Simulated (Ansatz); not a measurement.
WSi$_{2}$ (MoSi2 type, space group I4/mmm)

```yaml
crystal:
  lattice:
    - [-1.61472, 1.61472, 3.93387]
    - [1.61472, -1.61472, 3.93387]
    - [1.61472, 1.61472, -3.93387]
  atoms:
    - { symbol: W, position: [0.00000, 0.00000, 0.00000] }
    - { symbol: Si, position: [0.33458, 0.33458, 0.00000] }
    - { symbol: Si, position: [0.66542, 0.66542, 0.00000] }
```

The slice is a (100) plane (indices of the conventional cell) through the point (0.000, 0.000, 0.000) (fractional), spanned by u = [101] and v = [110] in vectors of this cell: u (3.23 Å) and v (7.87 Å, at 90° to u). It covers one period; positions are fractions (u, v).

Method: PBE (plane waves to 420 eV, PAW, scalar-relativistic; Ansatz, a first-principles code). k mesh 20×20×20. These are valence fields of a PAW run, semicore shells included where kept as valence: close to a nucleus they are smooth pseudo fields. Spin-orbit coupling is left out, though W is heavy. The PAW data are Ansatz's earlier set. WSi2 is run without spin polarisation. WSi2 was relaxed with its symmetry unable to fall.

**Question.** What is the ELF at the midpoint of the shortest Si–Si line in this plane (2.60 Å)?

**Answer.** 0.42.

**Question.** What is the valence density on the shortest Si–Si line in this plane (2.60 Å), at its midpoint?

**Answer.** 0.32 e/Å³.

**Question.** Sketch the electron localisation function (ELF) on this plane as a map.

**Answer.** 
```
|xxxx88551111333311115588xx|
|xx888844112233332211448888|
|66664411113344443311114466|
|11111122223333333322221111|
|22333333332222222233333333|
|88777755332211112233557777|
|99998866331100001133668899|
|88888866441100001144668888|
|xxxx55554411000011445555xx|
|xxxx33555533111133555533xx|
|xxxx33666644222244666633xx|
|xxxx55778855444455887755xx|
|22336688776644446677886633|
|44557777665544445566777755|
|55556666554444444455666655|
|44445555554433334455555544|
|55556666554444444455666655|
|44557777665544445566777755|
|22336688776644446677886633|
|xxxx55778855444455887755xx|
|xxxx33666644222244666633xx|
|xxxx33555533111133555533xx|
|xxxx55554411000011445555xx|
|88888866441100001144668888|
|99998866331100001133668899|
|88777755332211112233557777|
|22333333332222222233333333|
|11111122223333333322221111|
|66664411113344443311114466|
|xx888844112233332211448888|
|xxxx88551111333311115588xx|
|xxxxxx6611113333111166xxxx|
```
Scale: ten equal steps from 0.10 (start of '0') to 0.79 (end of '9'), in the order '0123456789'. Values: electron localisation function (ELF). The map has 13 points along u (two characters each, u = 0 at the left) and 32 along v (v = 0 in the bottom row). Points within 0.5 Å of a nucleus are blanked (x), as the pseudised field means little there.
